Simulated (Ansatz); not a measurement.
**Polymorphs of Zr3Si**

16 relaxations of Zr3Si ended in 11 distinct structures. Computed with r2SCAN (plane waves to 500 eV, PAW, scalar-relativistic; Ansatz, a program for electronic structure).

```csv
#,space group,Pearson,type,E − E(lowest) (eV/atom),V (Å³/atom),coordination,runs ending here
1,Cmcm,oS16,–,0.00,19.87,–,1
2,R3m,hR4,–,0.00,20.57,–,1
3,Pm-3m,cP4,Cu3Au type,0.01,19.94,"Si 12 (cuboctahedral), Zr 4 (square planar)",6
4,P6₃/mmc,hP8,"AFLOW prototype A3B_hP8_194_h_c (D0_19, as in Ni3Sn)",0.02,19.91,–,1
5,P6₃/mmc,hP8,"AFLOW prototype AB3_hP8_194_c_bf (D0_18, as in Na3As)",0.07,20.53,–,1
6,Cc,mS16,–,0.08,21.27,–,1
7,Cmcm,oS16,–,0.08,22.44,–,1
8,R-3c,hR8,–,0.31,23.50,–,1
9,C222,oS8,–,0.38,21.22,–,1
10,P6/mmm,hP4,AFLOW prototype A3B_hP4_191_bc_a (as in Li3N),0.60,24.50,–,1
11,Im-3m,cI8,AFLOW prototype A3B_cI8_229_b_a (as in H3S),0.88,22.44,–,1
```

Coordination numbers (neighbours up to the widest gap in distance over summed covalent radii, below 1.35; n+m marks a second, longer set; metal–metal contacts left out). All are gapless at this level. Cmcm, oS16 is the lowest of the structures calculated here, level within the accuracy with R3m, hR4; Pm-3m, cP4, Cu3Au type.

Zr$_{3}$Si has the orthorhombic space group Cmcm (No. 63), Pearson symbol oS16. Conventional cell: a = 5.838 Å, b = 11.055 Å, c = 4.926 Å, α = β = γ = 90.00°. Zr1 on 4c sees 4 Si at 2.937–2.940 Å. Zr2 on 8g is coordinated by 3 Si at 2.987–3.028 Å and 1 Si at 3.265 Å. Si on 4c is coordinated by 10 Zr at 2.937–3.028 Å and 2 Zr at 3.265 Å. (Neighbours: up to the widest gap in distance over summed covalent radii, below 1.35, at either atom; cation-cation and far metal-metal contacts left out.)
(The calculation used a cell of 8 atoms; values per cell refer to that cell.)

Probably no minimum, since a slightly shaken restart fell lower: R-3c, hR8 (by 0.23 eV/atom, to Cc); P6/mmm, hP4, AFLOW prototype A3B_hP4_191_bc_a (as in Li3N) (by 0.52 eV/atom, to Cmcm); Im-3m, cI8, AFLOW prototype A3B_cI8_229_b_a (as in H3S) (by 0.88 eV/atom, to R3m). Each run could gain symmetry but not lose that of its start, so entries can be saddle points. All of these are generated cells (placed on structure types, drawn at random, substituted or restacked) that were not matched to a known phase here. The real structure of this composition may not be among these, and whether this composition forms is not checked here. Static energies at zero pressure. The runs use different k-meshes, so differences are rounded accordingly. No spin polarisation in the result.
